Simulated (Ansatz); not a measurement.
**Slab of wurtzite ZnO (10-10), 4 layers**

The slab is cut from the wurtzite crystal, which needn't be the stable phase, as relaxed on PAW files (12.32 Å³/atom), with 16 Å of vacuum and a dipole correction:

```
CELL_PARAMETERS angstrom
3.27910 0.00000 0.00000
0.00000 5.29399 0.00000
0.00000 0.00000 19.78640
ATOMIC_POSITIONS crystal
Zn 0.00000 0.06048 0.40432
O 0.00000 0.43952 0.40432
Zn 0.50000 0.56048 0.45216
O 0.50000 0.93952 0.45216
Zn 0.50000 0.06048 0.54784
O 0.50000 0.43952 0.54784
Zn 0.00000 0.56048 0.59568
O 0.00000 0.93952 0.59568
```

Computed with Ansatz 0.2.0; functional PBE, scalar-relativistic. Settings: a Γ-centred 9×6×1 k mesh, Fermi–Dirac smearing of 0.02 eV, no spin polarisation. Methods: LAPW: all electrons, basis error target 1 meV/atom; PAW: frozen-core files, cutoff 420 eV.

The bulk energy comes from a cell in the slab's orientation on a 9×6×6 mesh. The surface energy is (E(slab) − N·E(bulk))/2A at zero smearing, the mean of both faces; thin slabs carry quantum-size effects.

Q: As cut, the LAPW slab lies 2.509 eV above 8 atoms of bulk. What surface energy is that?

A: Over two faces of 17.36 Å² it is 72.3 meV/Å², and times 16.02 J/m² per eV/Å² that gives γ = 1.158 J/m².

| method | γ as cut (J/m²) | γ relaxed (J/m²) |
| --- | --- | --- |
| LAPW | 1.158 | ? |

Q: What belongs in the row "LAPW", column "γ relaxed (J/m²)"?

A: 0.764.

Q: How do the spacings between the planes relax (positions relaxed on PAW files)?

A: From the bottom face up: d12 -35.5 % of 0.947 Å, d23 +12.4 % of 1.893 Å, d34 -35.5 % of 0.947 Å. The outer plane rumples by 0.475 Å.

Q: Where do the band edges lie?

A: On the k mesh: gap 1.34 eV, valence top 5.82 eV below the vacuum level.

Q: What changes if the vacuum is set to 9 Å?

A: LAPW then gives: gap 1.34 eV, valence top 5.82 eV below the vacuum level; PAW: gap 1.32 eV, valence top 5.81 eV below the vacuum level. The program warns that the vacuum is too thin.

Q: A core hole in the 2p shell of Zn is made on one Zn atom of each kind in every 1×1 cell (PAW hole dataset, neutral cell, valence without spin). What does it cost by layer?

A: layer 1 1025.91 eV, layer 2 1025.72 eV. Shifts between layers mean more than the absolute values, and a whole layer of holes screens otherwise than one hole.
